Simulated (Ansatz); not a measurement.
**Response of ScCu to small distortions**

```yaml
crystal:
  lattice:
    - [3.25600, 0.00000, 0.00000]
    - [0.00000, 3.25600, 0.00000]
    - [0.00000, 0.00000, 3.25600]
  atoms:
    - { symbol: Sc, position: [0.50000, 0.50000, 0.50000] }
    - { symbol: Cu, position: [0.00000, 0.00000, 0.00000] }
```

Atom numbers follow the list: Sc1, Cu2.

The geometry is COD entry 1523972, unchecked; take it as a test cell.

Theory: Ansatz 0.2.0, DFT, LDA, PAW with Ansatz's default frozen-core files, scalar-relativistic.

The runs use a Γ-centred 11×11×11 k mesh, Fermi–Dirac smearing of 0.05 eV, cutoff 420 eV, no spin polarisation; the PAW files were made with PBE, and the program remakes their frozen cores for this functional.

The unchanged cell is at -7.61 GPa.

In a metal, stresses and small energies carry noise from the k mesh.

x, y and z are the Cartesian axes of the cell as listed; fractional coordinates follow a strain, and an engineering shear is twice the off-diagonal strain component.

**Question.** One change gave: energy change +0.6 meV/atom; stress change (xx, yy, zz, yz, xz, xy) 0.02, 0.02, 0.02, -0.38, -0.38, -0.38 GPa, compression positive. Which change was it?
A. equal xy, yz and zx engineering shear strains of -1 %
B. equal xy, yz and zx engineering shear strains of -2 %
C. equal xy, yz and zx engineering shear strains of +1 %
D. equal xy, yz and zx engineering shear strains of +2 %

**Answer.** C. For equal xy, yz and zx engineering shear strains of -2 %: energy change +2.4 meV/atom; stress change (xx, yy, zz, yz, xz, xy) 0.08, 0.08, 0.08, 0.85, 0.85, 0.85 GPa, compression positive. For equal xy, yz and zx engineering shear strains of -1 %: energy change +0.6 meV/atom; stress change (xx, yy, zz, yz, xz, xy) 0.02, 0.02, 0.02, 0.40, 0.40, 0.40 GPa, compression positive. For equal xy, yz and zx engineering shear strains of +2 %: energy change +2.2 meV/atom; stress change (xx, yy, zz, yz, xz, xy) 0.08, 0.08, 0.08, -0.76, -0.76, -0.76 GPa, compression positive.
